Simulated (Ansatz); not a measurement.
**One input, then a changed one: B (begun as hcp type, now distorted hcp)**

First run: DFT, PBEsol, PAW with Ansatz's default frozen-core files, scalar-relativistic (Ansatz 0.2.0).

Command: `ansatz run input.yaml --threads 1 --pin off --max-ram 2048MiB --backend cpu --events-out ev --progress --plain --runs-dir out` It took 3.1 s on 1 thread of Arm Neoverse V1, on a shared host, peak memory 0.28 GiB.

```yaml
crystal:
  lattice:
    - [1.6482943596, 0.0, 0.0]
    - [-0.8241471798, 1.4274647883, 0.0]
    - [0.0, 0.0, 5.28748236]
  atoms:
    - { symbol: B, position: [0.3333333333, 0.6666666667, 0.25] }
    - { symbol: B, position: [0.6666666667, 0.3333333333, 0.75] }
kpoints:
  mp_grid: { grid: [21, 21, 11] }
  band_path:
    path:
      - [0.0, 0.0, 0.0]
      - [0.5, 0.0, 0.0]
      - [0.3333333333, 0.3333333333, 0.0]
      - [0.0, 0.0, 0.0]
      - [0.0, 0.0, 0.5]
      - [0.5, 0.0, 0.5]
      - [0.3333333333, 0.3333333333, 0.5]
      - [0.0, 0.0, 0.5]
      - [0.5, 0.0, 0.5]
    npoints: 8
scf:
  occupations: { method: fermi_dirac, width: 0.08 }
hamiltonian:
  xc: pbesol
  pseudopotentials: { kind: paw }
output:
  forces: true
  stress: true
  eigenvalues: true
  populations: true
  dos: { projected: true, de: 0.2, e_range: [-14, 8] }
```

The cell comes from a relaxation on PAW files under the same functional, begun from a prototype that needn't be the stable phase.

This run: volume at 0.7 of the series' base cell.

It converges in 6 SCF iterations at a pressure of 45.0 GPa, cutoff 420 eV.

The input is then changed:

```diff
   populations: true
-  dos: { projected: true, de: 0.2, e_range: [-14, 8] }
+  write_density: true
+  write_potential: true
+  elf: true
+  volumetric_format: npy
+basis:
+  xc_grid: 2
```

Task: Predict the outcome of the changed run.

Result: It converges in 6 SCF iterations at a pressure of 45.0 GPa, cutoff 420 eV, free energy 0.0 meV/atom against the first run's.
